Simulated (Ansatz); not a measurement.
## Step by step: BiTe, relaxation of cell and atoms

Computed with DFT, PBE, all-electron LAPW, scalar-relativistic in Ansatz 0.2.0.

Command: `ansatz run input.yaml --threads 1 --pin off --max-ram 2048MiB --backend cpu --events-out ev --progress --plain --runs-dir out` The run took 40 s on 1 thread of Arm Neoverse V2, with other jobs on the host, peak memory 0.35 GiB.

```yaml
crystal:
  lattice:
    - [0.0, 3.2023209981, 3.2023209981]
    - [3.2023209981, 0.0, 3.2023209981]
    - [3.2023209981, 3.2023209981, 0.0]
  atoms:
    - { symbol: Bi, position: [0.0, 0.0, 0.0] }
    - { symbol: Te, position: [0.5, 0.5, 0.5] }
kpoints:
  mp_grid: { grid: [9, 9, 9] }
scf:
  occupations: { method: fermi_dirac, width: 0.05 }
hamiltonian:
  xc: pbe
  pseudopotentials: { kind: all_electron, lapw: { basis_error: 0.001 } }
output:
  forces: true
  stress: true
relax:
  f_tol: 0.005
  max_steps: 80
  cell: {}
```

Spin–orbit coupling is left out, though it moves levels of the heavy atoms by tenths of an eV or more.

The geometry is COD entry 9008604, unchecked; take it as a test cell. The listed cell was then made from it by scaling, straining or moving an atom.

Each frame lists the cell vectors (Å), then Cartesian positions (Å); symmetry keeps all forces zero. Free energies count from the first step, -770590.4655 eV.

The walk took 5 evaluations in all; steps that aren't listed are left out.

Step 1: E = 0.0 meV, P = 2.41 GPa

```
cell 0.0000 3.2023 3.2023 3.2023 0.0000 3.2023 3.2023 3.2023 0.0000
Bi    0.0000    0.0000    0.0000
Te    3.2023    3.2023    3.2023
```

Step 2: E = -16.5 meV, P = -1.07 GPa

```
cell 0.0000 3.2785 3.2785 3.2785 0.0000 3.2785 3.2785 3.2785 0.0000
Bi    0.0000    0.0000    0.0000
Te    3.2785    3.2785    3.2785
```

Step 3: E = -22.3 meV, P = -0.10 GPa

```
cell 0.0000 3.2543 3.2543 3.2543 0.0000 3.2543 3.2543 3.2543 0.0000
Bi    0.0000    0.0000    0.0000
Te    3.2543    3.2543    3.2543
```

(1) How does the relaxation end?

## Answers

(1) It converges, with a = 6.504 Å, b = 6.504 Å, c = 6.504 Å, α = 90.00°, β = 90.00°, γ = 90.00° (conventional cell, space group Fm-3m). The last solve (on a basis chosen afresh for the final cell, so its energy is not quite comparable) gives E = -22.3 meV, P = 0.00 GPa:
```
cell 0.0000 3.2519 3.2519 3.2519 0.0000 3.2519 3.2519 3.2519 0.0000
Bi    0.0000    0.0000    0.0000
Te    3.2519    3.2519    3.2519
```
